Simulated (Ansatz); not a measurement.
Starting cell, AlN (wurtzite):

```yaml
crystal:
  lattice:
    - [3.10670, 0.00000, 0.00000]
    - [-1.55335, 2.69048, 0.00000]
    - [0.00000, 0.00000, 4.97846]
  atoms:
    - { symbol: Al, position: [0.33333, 0.66667, 0.99659] }
    - { symbol: Al, position: [0.66667, 0.33333, 0.49659] }
    - { symbol: N, position: [0.33333, 0.66667, 0.37821] }
    - { symbol: N, position: [0.66667, 0.33333, 0.87821] }
```

Scan: atom 4 (N, nearest neighbour Al at 1.888 Å; its periodic images, 3.1 Å or more away, move with it) is displaced along Cartesian x, direction (1.000, 0.000, 0.000) in Cartesian axes, by s. The other atoms stay.

Method: r2SCAN (plane waves to 500 eV, PAW, scalar-relativistic; Ansatz, a quantum-chemistry and plane-wave program). k mesh 10×10×6 (Γ-centred), Fermi-Dirac smearing 0.05 eV. Energies are smeared free energies. AlN was relaxed with its symmetry unable to fall. The zero of ΔE is the undisplaced structure.

```json
[
 {"s (Å)": "-0.190", "ΔE (meV/cell)": "withheld"},
 {"s (Å)": "-0.152", "ΔE (meV/cell)": "192"},
 {"s (Å)": "-0.114", "ΔE (meV/cell)": "107"},
 {"s (Å)": "-0.076", "ΔE (meV/cell)": "47"},
 {"s (Å)": "-0.038", "ΔE (meV/cell)": "12"},
 {"s (Å)": "0.000", "ΔE (meV/cell)": "0"},
 {"s (Å)": "0.038", "ΔE (meV/cell)": "12"},
 {"s (Å)": "0.076", "ΔE (meV/cell)": "47"},
 {"s (Å)": "0.114", "ΔE (meV/cell)": "107"},
 {"s (Å)": "0.152", "ΔE (meV/cell)": "192"},
 {"s (Å)": "0.190", "ΔE (meV/cell)": "withheld"}
]
```

**Question.** Fit an even polynomial form (powers 2, 4) to the given rows and predict ΔE at s = 0.190.

**Answer.** Least squares on the 9 given rows: ΔE = (8120)·s² + (8241)·s⁴, in meV/cell with s in Å; root-mean-square residual 0.2 meV/cell. At 0.190 the fit gives 304 meV/cell; the calculation gives 304 meV/cell, the same to the digits shown. The quadratic term alone would give 293 meV/cell.

(A displaced cell: forces are minus the slopes of the energy, force constants its curvatures, and phonons follow from these.)
